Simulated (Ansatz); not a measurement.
Here is an unrelaxed guess for Al2BN3.

```
CELL_PARAMETERS angstrom
2.34818 -4.06716 0.00000
2.34818 4.06716 0.00000
-1.56545 0.00000 3.65493
ATOMIC_POSITIONS crystal
Al 0.66700 0.00033 0.00099
Al 0.00033 0.66700 0.00099
B 0.33366 0.33366 0.00099
N 0.33390 0.66724 0.00171
N 0.00057 0.00057 0.00171
N 0.66724 0.33390 0.00171
```

Computed with DFT PBE, scalar-relativistic, plane waves, PAW (Ansatz). Settings: cutoff 420 eV, Γ-centred mesh 4×4×6 on the computed 6-atom cell, Gaussian smearing of 0.10 eV; no spin polarisation.

Formation energies are uncorrected and refer to the elements' standard structures at the same level (N₂ as a molecule).

Question: How far from equilibrium is it?

Answer: The pressure is 60.3 GPa (the mean over three directions, positive in compression), the largest force is 11.85 eV/Å, and the energy is +0.11 eV/atom against the elements. The shortest distance is 1.57 Å.

Question: Is it a good guess?

Answer: A poor one: relaxing gains about 1.2 eV/atom in 21 ionic steps and ends at −1.100 eV/atom on the finer mesh. The symmetry stays Cm (No. 8). The volume per atom shrinks by 16.6 %, from 11.6 to 9.7 Å³. The shortest distance goes from 1.57 Å (Al–N and B–N) to 1.42 Å (B–N). Conventional cell: a = 5.071 Å, b = 8.665 Å, c = 3.113 Å, β = 121.6°. Al has 4 N at 1.85–1.97 Å; B is surrounded by 1 N at 1.42 Å and 2 N at 1.53 Å; N on a site of symmetry 1 is surrounded by 1 B at 1.53 Å and 3 Al at 1.90–1.97 Å; 1 more site not described.

The last run used a 6×6×8 mesh (in the run's order of axes) for its 6-atom cell and Gaussian smearing of 0.02 eV. The relaxation can't lower the symmetry of the start, and the grade says only how near the guess is to its own end. A structure relaxed within its symmetry needn't be a true minimum.
